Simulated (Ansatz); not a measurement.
GaN:
```
GaN
1.0
    3.18328     0.00000     0.00000
   -1.59164     2.75680     0.00000
    0.00000     0.00000     5.18379
Ga N
2 2
Direct
  0.66667   0.33333   0.49910
  0.33333   0.66667   0.99910
  0.66667   0.33333   0.87590
  0.33333   0.66667   0.37590
```

Relaxed with r²SCAN. Special points in fractions of this cell's reciprocal vectors: Γ (0.000, 0.000, 0.000); M (0.500, 0.000, 0.000); K (0.333, 0.333, 0.000); A (0.000, 0.000, 0.500); L (0.500, 0.000, 0.500); H (0.333, 0.333, 0.500).

### Question
List the band energies nearest the valence-band maximum at these points for DFT-r²SCAN in the program Ansatz with PAW potentials.

### Answer
In eV from the valence-band maximum; about four levels below and three above (degenerate sets whole), none deeper than 8.9 eV; points with the same levels are listed once.

```
k                                below                above
-  -----------------------------------  -------------------
Γ          -1.07 -1.07 -0.04 0.00 0.00       2.35 4.83 9.97
M              -4.29 -2.83 -2.24 -1.03       5.59 6.14 6.57
K  -5.41 -5.41 -5.41 -3.05 -3.05 -2.80       5.61 8.56 8.56
A              -0.55 -0.55 -0.55 -0.55  4.78 4.78 9.20 9.20
L              -2.01 -2.01 -1.95 -1.95  4.90 4.90 8.44 8.44
H              -4.30 -4.30 -1.52 -1.52  7.03 7.03 7.88 7.88
```

Space group P6_3mc (wurtzite). The cell was relaxed with r²SCAN under the symmetry of its start; phonons on a q-mesh show no instability. Spin–orbit coupling is left out wherever it is not named.

Potentials: the earlier of the program's two PAW sets.
